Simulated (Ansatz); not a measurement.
YAl3:
```yaml
crystal:
  lattice:
    - [4.18310, 0.00000, 0.00000]
    - [0.00000, 4.18310, 0.00000]
    - [0.00000, 0.00000, 4.18310]
  atoms:
    - { symbol: Y, position: [0.00000, 0.00000, 0.00000] }
    - { symbol: Al, position: [0.00000, 0.50000, 0.50000] }
    - { symbol: Al, position: [0.50000, 0.00000, 0.50000] }
    - { symbol: Al, position: [0.50000, 0.50000, 0.00000] }
```

Relaxed with LDA. Special points in fractions of this cell's reciprocal vectors: Γ (0.000, 0.000, 0.000); X (0.000, 0.500, 0.000); M (0.500, 0.500, 0.000); R (0.500, 0.500, 0.500).

Q: List the band energies nearest the Fermi level at these points for DFT-LDA in the program Ansatz with PAW potentials.

A: In eV from the Fermi level; about four levels below and three above (degenerate sets whole), none deeper than 8.9 eV; points with the same levels are listed once.

```csv
k,below,above
Γ,-2.98 -2.98 -1.46 -1.46 -1.46,1.68 1.68 1.68
X,-6.99 -1.86 -1.86 -1.72,0.16 1.33 1.33
M,-5.10 -5.10 -4.07 -0.70 -0.70,1.08 1.43 2.88
R,-4.22 -2.18 -2.18 -2.18,1.79 3.80 3.80
```

Space group Pm-3m (Cu3Au type). The first step of the workflow began from a Materials Project structure, measured or hypothetical; the Crystallography Open Database copy checked does not list it. Whether it is the stable phase at ambient conditions was not checked. The LDA relaxation kept the symmetry of its start; whether a distortion lowers the energy is not shown. The run is not spin-polarised. Scalar-relativistic: spin–orbit coupling is off unless named, which matters more the heavier the elements.

Potentials: the later of the program's two PAW sets.
